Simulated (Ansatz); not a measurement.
Structure: CdCSb2, ordered on the zincblende lattice (I-42d) with 8 atoms a cell, at its r2SCAN minimum. The symmetry is I-42d (No. 122, tetragonal); a = 6.089 Å, c = 10.245 Å in the conventional setting, 23.74 Å³ an atom. Cd is surrounded by 4 Sb at 2.81 Å; Sb is surrounded by 2 C at 2.25 Å and 2 Cd at 2.81 Å; C is surrounded by 4 Sb at 2.25 Å.

```cif
data_structure
_symmetry_space_group_name_H-M 'I-42d'
_symmetry_Int_Tables_number 122
_cell_length_a 6.0888
_cell_length_b 6.0888
_cell_length_c 10.2445
_cell_angle_alpha 90.000
_cell_angle_beta 90.000
_cell_angle_gamma 90.000
_cell_volume 379.80
loop_
_atom_site_label
_atom_site_type_symbol
_atom_site_symmetry_multiplicity
_atom_site_Wyckoff_symbol
_atom_site_fract_x
_atom_site_fract_y
_atom_site_fract_z
_atom_site_occupancy
Cd1 Cd 4 a 0.00000 0.00000 0.00000 1
Sb1 Sb 8 d 0.32632 0.25000 0.12500 1
C1 C 4 b 0.50000 0.50000 0.00000 1
```

The questions ask for values computed with Ansatz 0.2.0 on this geometry. Note: simulated data, non-magnetic, for a generated structure that need not be the stable one.

(1) What gap does PBE give, and where are the band edges?

(2) Estimate the gap with r2SCAN on 6×6×6.

(3) Estimate the gap with HSE06 on 4×4×4.

Answers

(1) PBE gives an indirect gap of 0.04 eV, from S₀–Γ (0.90 of the way from S₀) to Γ; the least direct gap is 0.08 eV at S₀–Γ (0.90 of the way from S₀). (This is within a few times the smearing of 0.02 eV, so the filling near the edges can be smeared.)

(2) r2SCAN gives an indirect gap of 0.04 eV, from S₀–Γ (0.90 of the way from S₀) to Γ; the least direct gap is 0.14 eV at Γ. (This is within a few times the smearing of 0.02 eV, so the filling near the edges can be smeared.) The gap differs by 0.00 eV from PBE's.

(3) The HSE06 gap is direct at Γ: 0.29 eV. The gap differs by +0.25 eV from PBE's.

Spin-orbit coupling is left out, which matters wherever the heavy atoms make up the band edges.

Where an edge lies off the special points, it is a point of the mesh or the k point where a search put PBE's edge or least direct gap, reused for the other functionals, whose own edges may lie a little apart; PBE's own value is read along its path and can be a few hundredths of an eV high.

Gaps or overlaps of about a tenth of an eV are at the limit of these meshes: between the points read a gap can be smaller or closed.

The meshes of the hybrids are coarse, so their gaps aren't converged to the digits shown.
